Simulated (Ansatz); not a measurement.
## Cu3Sb, first-principles data

Cu3Sb:
```
CELL_PARAMETERS angstrom
      4.21071     0.00000     0.00000
      0.00000     5.39437     0.00000
      0.00000     0.00000     5.17193
ATOMIC_POSITIONS crystal
  Cu 0.50000 0.00000 0.27529
  Cu 0.00000 0.50000 0.72471
  Cu 0.00000 0.24597 0.14282
  Cu 0.00000 0.75403 0.14282
  Cu 0.50000 0.25403 0.85718
  Cu 0.50000 0.74597 0.85718
  Sb 0.00000 0.00000 0.65793
  Sb 0.50000 0.50000 0.34207
```

Space group Pmmn (No. 59); conventional cell a = 4.2107 Å, b = 5.3944 Å, c = 5.1719 Å, α = 90.00°, β = 90.00°, γ = 90.00°.

Method: the program Ansatz at the r²SCAN level (PAW). Structure relaxed to zero pressure with the same functional. Other levels are named where they apply.

**Cell and energy**

Volume per atom: 14.68 Å³
Density: 8.83 g/cm³
Formation energy from the elements (no fitted shifts): 10 kJ/mol of atoms

**Electronic structure**

Electronic character: metallic (no gap)
Density of states at the Fermi level: 0.26 states/eV per atom (mean over ±0.08 eV)
Gap with spin–orbit coupling: none (metallic)

**Mechanics**

- Bulk modulus (Birch–Murnaghan fit): 791 kbar
- Pressure derivative B′: 10.7

**Charges**

* **Bader charges**: Cu +0.02 to +0.03, Sb -0.07 e

The workflow started from a Materials Project entry (that database holds measured and hypothetical structures alike); the Crystallography Open Database copy checked does not list it. Its standing as an ambient phase is unchecked. The cell was relaxed with r²SCAN under the symmetry of its start; whether a distortion lowers the energy is not shown. No spin polarisation was allowed. The references are the lowest solids computed at this level, not always the standard phases. Scalar-relativistic: spin–orbit coupling is off unless named, which matters more the heavier the elements.

Potentials: the later of the program's two PAW sets.
